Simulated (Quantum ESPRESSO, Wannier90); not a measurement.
## Wannier functions of TiN (rock salt)

```
begin unit_cell_cart
ang
    0.0000000000    2.1206250000    2.1206250000
    2.1206250000    0.0000000000    2.1206250000
    2.1206250000    2.1206250000    0.0000000000
end unit_cell_cart
begin atoms_frac
Ti   0.0000000000  0.0000000000  0.0000000000
N    0.5000000000  0.5000000000  0.5000000000
end atoms_frac
```

Cell from Materials Project (mp-492), symmetrised, no further relaxation. COD (Crystallography Open Database) has an entry of this formula and space group (matched by these alone). Method: PBEsol plane waves in Quantum ESPRESSO 7.5 (PseudoDojo norm-conserving files, 68 Ry, no spin polarisation, no spin-orbit coupling), Bloch states on a 12×12×12 mesh through Γ, Wannier90 4.0.1. Density: 12×12×12 mesh, cold smearing 0.01 Ry. A non-magnetic state is assumed, with no Hubbard U on the 3d ions.

A tight-binding model is made by disentanglement and projection with no localisation steps (num_iter = 0), so the 8 orbitals stay atom-like: hydrogen-like Ti: d; N: p, axes along x, y, z; frozen window up to 1.50 eV relative to the Fermi level. It follows pw.x to 1.1 meV rms for states up to 1.0 eV relative to the Fermi level. Matrix elements depend on this choice of orbitals and windows.

The 45 largest hoppings ⟨m,0|H|n,R⟩ between different sites (one of each Hermitian pair; signs follow the real orbitals' lobes; the list may end inside a set of equal values):

```
m                    n       R  distance of the centres (Å)  t (eV)
----------  ----------  ------  ---------------------------  ------
N2 pz          Ti1 dz2   0 0 1                         2.12   2.143
N2 pz          Ti1 dz2   1 1 0                         2.12  -2.143
N2 py       Ti1 dx2-y2   0 1 0                         2.12  -1.856
N2 px       Ti1 dx2-y2   0 1 1                         2.12  -1.856
N2 px       Ti1 dx2-y2   1 0 0                         2.12   1.856
N2 py       Ti1 dx2-y2   1 0 1                         2.12   1.856
N2 pz          Ti1 dxz   0 1 1                         2.12   1.113
N2 pz          Ti1 dxz   1 0 0                         2.12  -1.113
N2 px          Ti1 dxz   0 0 1                         2.12  -1.113
N2 py          Ti1 dyz   0 0 1                         2.12  -1.113
N2 pz          Ti1 dyz   0 1 0                         2.12  -1.113
N2 px          Ti1 dxy   0 1 0                         2.12  -1.113
N2 py          Ti1 dxy   0 1 1                         2.12   1.113
N2 py          Ti1 dxy   1 0 0                         2.12  -1.113
N2 pz          Ti1 dyz   1 0 1                         2.12   1.113
N2 px          Ti1 dxy   1 0 1                         2.12   1.113
N2 px          Ti1 dxz   1 1 0                         2.12   1.113
N2 py          Ti1 dyz   1 1 0                         2.12   1.113
N2 py          Ti1 dz2   0 1 0                         2.12  -1.072
N2 px          Ti1 dz2   0 1 1                         2.12   1.072
N2 px          Ti1 dz2   1 0 0                         2.12  -1.072
N2 py          Ti1 dz2   1 0 1                         2.12   1.072
Ti1 dxy        Ti1 dxy   0 0 1                         3.00  -0.562
Ti1 dyz        Ti1 dyz  0 1 -1                         3.00  -0.562
Ti1 dxz        Ti1 dxz   0 1 0                         3.00  -0.562
Ti1 dxy        Ti1 dxy  1 -1 0                         3.00  -0.562
Ti1 dxz        Ti1 dxz  1 0 -1                         3.00  -0.562
Ti1 dyz        Ti1 dyz   1 0 0                         3.00  -0.562
N2 px            N2 py   0 0 1                         3.00   0.387
N2 py            N2 px   0 0 1                         3.00   0.387
N2 pz            N2 py  0 1 -1                         3.00  -0.387
N2 py            N2 pz  0 1 -1                         3.00  -0.387
N2 pz            N2 px   0 1 0                         3.00   0.387
N2 px            N2 pz   0 1 0                         3.00   0.387
N2 py            N2 px  1 -1 0                         3.00  -0.387
N2 pz            N2 px  1 0 -1                         3.00  -0.387
N2 px            N2 pz  1 0 -1                         3.00  -0.387
N2 pz            N2 py   1 0 0                         3.00   0.387
N2 py            N2 pz   1 0 0                         3.00   0.387
N2 px            N2 py  1 -1 0                         3.00  -0.387
Ti1 dx2-y2  Ti1 dx2-y2   0 0 1                         3.00  -0.274
Ti1 dx2-y2  Ti1 dx2-y2  1 -1 0                         3.00  -0.274
N2 px            N2 px   0 0 1                         3.00   0.231
N2 py            N2 py   0 0 1                         3.00   0.231
N2 pz            N2 pz  0 1 -1                         3.00   0.231
```
